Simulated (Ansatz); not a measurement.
Name crystals whose computed values (LDA in the plane-wave PAW code Ansatz) fall in these windows: highest Γ mode, no LO–TO term (cm⁻¹) 500 to 710; B₀ by P(V) fit (GPa) 180 to 230.



```tsv
crystal	highest Γ mode, no LO–TO term (cm⁻¹)	B₀ by P(V) fit (GPa)
BPd2, Pnnm (B on 2a, Pd on 4g)	604	214
SrNbO3, cubic perovskite	648	203
GaN, P6_422 (Ga on 3d, N on 3c)	697	214
MgZn2O3, P-3m1 (Mg on 1a, Zn on 2d, O on 2d, O on 1b)	577	195
BaTaO3, cubic perovskite	589	210
```
Others may fit too.

Typed or built starts, not in the databases checked: GaN, P6_422 (Ga on 3d, N on 3c). Not the usual ambient phase: GaN, P6_422 (Ga on 3d, N on 3c). Standing as an ambient phase not checked: BPd2, Pnnm (B on 2a, Pd on 4g); SrNbO3, cubic perovskite; MgZn2O3, P-3m1 (Mg on 1a, Zn on 2d, O on 2d, O on 1b); BaTaO3, cubic perovskite. Perhaps ordered models of mixed-site phases: MgZn2O3, P-3m1 (Mg on 1a, Zn on 2d, O on 2d, O on 1b). All cells were relaxed under the symmetry of their starts (and spin orders); stability against distortions was not tested throughout. Rows with no word on spin ran without spin polarisation. Scalar-relativistic: spin–orbit coupling is off unless named, which matters more the heavier the elements.

Potentials: the later of the program's two PAW sets.
